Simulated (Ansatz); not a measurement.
Data:

SrMgF$_{4}$:
```
SrMgF4
1.0
    1.96503    -7.24227     0.00000
    1.96503     7.24227     0.00000
    0.00000     0.00000     5.60629
Sr Mg F
2 2 8
Direct
  0.34019   0.65981   0.03924
  0.65981   0.34019   0.53924
  0.91601   0.08399   0.59485
  0.08399   0.91601   0.09485
  0.83858   0.16142   0.30814
  0.16142   0.83858   0.80814
  0.03528   0.96472   0.43378
  0.96472   0.03528   0.93378
  0.79786   0.20214   0.78723
  0.20214   0.79786   0.28723
  0.41417   0.58583   0.61975
  0.58583   0.41417   0.11975
```

This is the PBEsol-relaxed structure. x, y and z are the axes in which the lattice vectors are written.

All from the program Ansatz at the PBEsol level (PAW), unless another level is named. Give the Debye temperature from the elastic constants.

403 K.

What about the highest zone-centre frequency (without LO–TO term)?

15.17 THz.

Predict the elastic constants (relaxed ions, GPa).

C11 = 169, C22 = 89.5, C33 = 108, C12 = 37.6, C13 = 66.2, C23 = 43.5, C44 = 17.7, C55 = 53.5, C66 = 30.5.

Space group Cmc2_1. The first step of the workflow began from a Materials Project structure, measured or hypothetical; the Crystallography Open Database files this formula in space group No. 36, but the cells were not matched. Its standing as an ambient phase is unchecked. The cell was relaxed with PBEsol under the symmetry of its start; its stability against distortions is not shown here.

Potentials: the earlier of the program's two PAW sets. The files were generated under PBE; for other functionals the program regenerates the frozen cores, and for LDA and PBEsol the local potential too.
